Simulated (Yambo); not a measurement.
BSE-type run in Yambo on Mg3ZnO4 (space group Pm-3m, No. 221), at zero momentum.

Quantum ESPRESSO step (PBEsol, PseudoDojo standard norm-conserving files, scalar-relativistic):
```
&CONTROL
  calculation = 'nscf'
  pseudo_dir = './pseudo'
  outdir = './out'
/
&SYSTEM
  ibrav = 0
  nat = 8
  ntyp = 3
  ecutwfc = 84.0
  ecutrho = 336.0
  occupations = 'fixed'
  force_symmorphic = .true.
  nbnd = 70
/
&ELECTRONS
  conv_thr = 8e-09
  diago_full_acc = .true.
  diago_thr_init = 1e-08
/
ATOMIC_SPECIES
O 15.9990 O.upf
Mg 24.3050 Mg.upf
Zn 65.3800 Zn.upf
CELL_PARAMETERS angstrom
  4.280080000000   0.000000000000   0.000000000000
  0.000000000000   4.280080000000   0.000000000000
  0.000000000000   0.000000000000   4.280080000000
ATOMIC_POSITIONS crystal
O   0.500000000000   0.000000000000   0.000000000000
O   0.000000000000   0.500000000000   0.000000000000
O   0.000000000000   0.000000000000   0.500000000000
O   0.500000000000   0.500000000000   0.500000000000
Mg   0.000000000000   0.500000000000   0.500000000000
Mg   0.500000000000   0.000000000000   0.500000000000
Mg   0.500000000000   0.500000000000   0.000000000000
Zn   0.000000000000   0.000000000000   0.000000000000
K_POINTS automatic
8 8 8 0 0 0
```

Yambo input:
```
rim_cut
optics
bse
bss
dipoles
em1s
RandQpts= 1000000
RandGvec= 1 Ry
FFTGvecs= 40 Ry
Chimod= "HARTREE"
BSKmod= "SEX"
BSEmod= "resonant"
BSSmod= "hs"
BSENGexx= 15 Ry
BSENGBlk= 3 Ry
% BSEQptR
 1 | 1 |
%
% BSEBands
 29 | 38 |
%
% BEnRange
 0.0 | 8.1 | eV
%
% BDmRange
 0.15 | 0.15 | eV
%
BEnSteps= 162
% BLongDir
 1.0 | 0.0 | 0.0 |
%
BSHayTrs= -0.02
BSSNEig= 24
WRbsWF
% BndsRnXs
 8 | 66 |
%
NGsBlkXs= 3 Ry
% LongDrXs
 1.0 | 1.0 | 1.0 |
%
```

From the report:

The dimension is k points × valence × conduction bands = 512 × 9 × 1 = 4608.
```
  [SLEPC] Approach                          : Krylov-Schur
  [SLEPC] Number of requested eigenvalues   :  24
  [SLEPC] Number of eigenvalues        [NEV]:  24
   [K] Dimension                                    :   4608
   [K] Bands                                        :   29   38
   [K] Exchange res                                 : yes
   [K] Correlation res                              : yes
   [K] W interaction is bare                        : no
   [K] RL vectors exchange                          :   515
   [K] RL vectors correlation                       :   57
   [W] Matrix size                                  :   57
   [W] Bands                                        :    8   66
   [W] Coulomb Cutoff                               : none
   [W] Hxc Kernel                                   : HARTREE
```

Geometry of the Materials Project entry, not relaxed at this level.

The structure is a Materials Project entry; no match was found in the copy of COD used, and its stability was not checked.

With a shallow 3d shell G0W0 needs far more bands and larger blocks than here, so the scissor is uncertain by tenths of an eV or more.
